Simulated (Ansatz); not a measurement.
In2TeO2:
Space group P-3m1 (No. 164); a = b = 3.7973 Å, c = 7.0394 Å, α = β = 90.00°, γ = 120.00°

```
atom  site  symmetry       x       y       z
----  ----  --------  ------  ------  ------
In      2d       3m.  0.3333  0.6667  0.1929
Te      1b      -3m.  0.0000  0.0000  0.5000
O       2d       3m.  0.6667  0.3333  0.1196
```

This is the r²SCAN-relaxed structure.

All from r²SCAN in the plane-wave PAW code Ansatz, unless another level is named. Estimate the electronic character.

metallic (no gap).

And the density of states at the Fermi level?

0.22 states/eV per atom (mean over ±0.08 eV).

And the formation energy from the elements (no fitted shifts)?

-1.08 eV/atom.

What about the gap with spin–orbit coupling?

none (metallic).

The start of the workflow was typed in or built on a structure type; neither database checked (COD, Materials Project) lists it. Whether it is the stable phase at ambient conditions was not checked. Symmetry was held in the r²SCAN relaxation; whether a distortion lowers the energy is not shown. The references are the lowest solids computed at this level, not always the standard phases (solids in place of the gases). Spin–orbit coupling is left out wherever it is not named.

Potentials: the earlier of the program's two PAW sets.
